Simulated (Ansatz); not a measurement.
CuCl:
```yaml
crystal:
  lattice:
    - [0.00000, 2.64496, 2.64496]
    - [2.64496, 0.00000, 2.64496]
    - [2.64496, 2.64496, 0.00000]
  atoms:
    - { symbol: Cu, position: [0.00000, 0.00000, 0.00000] }
    - { symbol: Cl, position: [0.75000, 0.75000, 0.75000] }
```

x, y and z are the axes in which the lattice vectors are written.

Q: Give the proper piezoelectric stress tensor with relaxed ions from the program Ansatz at the PBEsol level (PAW).

A: In C/m², rows x, y, z, Voigt columns; mesh uncertainty up to 0.01.
```
 0.00   0.00   0.00  -0.43   0.00   0.00
 0.00   0.00   0.00   0.00  -0.43   0.00
 0.00   0.00   0.00   0.00   0.00  -0.43
```

The elastic tensor of the same run (GPa):

|  | 1 | 2 | 3 | 4 | 5 | 6 |
|---|---|---|---|---|---|---|
| 1 | 71.3 | 58.7 | 58.7 | 0.0 | 0.0 | 0.0 |
| 2 | 58.7 | 71.3 | 58.7 | 0.0 | 0.0 | 0.0 |
| 3 | 58.7 | 58.7 | 71.3 | 0.0 | 0.0 | 0.0 |
| 4 | 0.0 | 0.0 | 0.0 | 15.9 | 0.0 | 0.0 |
| 5 | 0.0 | 0.0 | 0.0 | 0.0 | 15.9 | 0.0 |
| 6 | 0.0 | 0.0 | 0.0 | 0.0 | 0.0 | 15.9 |

Q: Convert to strain constants d = e·S.

A: In pC/N:
```
  0.0    0.0    0.0  -27.2    0.0    0.0
  0.0    0.0    0.0    0.0  -27.2    0.0
  0.0    0.0    0.0    0.0    0.0  -27.2
```

Space group F-43m (zinc blende). The PBEsol relaxation kept the symmetry of its start. No spin polarisation was allowed. Signs of piezoelectric constants follow the polarity of the cell as given.

Potentials: the earlier of the program's two PAW sets. The files were generated under PBE; for other functionals the program regenerates the frozen cores, and for LDA and PBEsol the local potential too.
